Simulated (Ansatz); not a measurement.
Take a crystal in which Cs has been replaced by Li on all its sites, with the cell rescaled by a rough guess (in some cases also distorted within its space group) and nothing relaxed:

```cif
data_structure
_symmetry_space_group_name_H-M 'P 1'
_symmetry_Int_Tables_number 1
_cell_length_a 3.7544
_cell_length_b 3.7544
_cell_length_c 3.7544
_cell_angle_alpha 109.471
_cell_angle_beta 109.471
_cell_angle_gamma 109.471
_cell_volume 40.74
loop_
_atom_site_label
_atom_site_type_symbol
_atom_site_fract_x
_atom_site_fract_y
_atom_site_fract_z
_atom_site_occupancy
Li1 Li 0.00000 0.00000 0.00000 1
```

Level of theory: DFT PBEsol, scalar-relativistic, plane waves, PAW (Ansatz).

Settings: cutoff 420 eV, Γ-centred mesh 14×14×14 on the computed 1-atom cell, Gaussian smearing of 0.10 eV; no spin polarisation.

(1) Will this cell want to expand or contract, and how hard?

(2) Is it a metal on this mesh?

Answers

(1) The pressure is -3.0 GPa (positive in compression), so the cell would contract.

(2) Yes, a band crosses the Fermi level.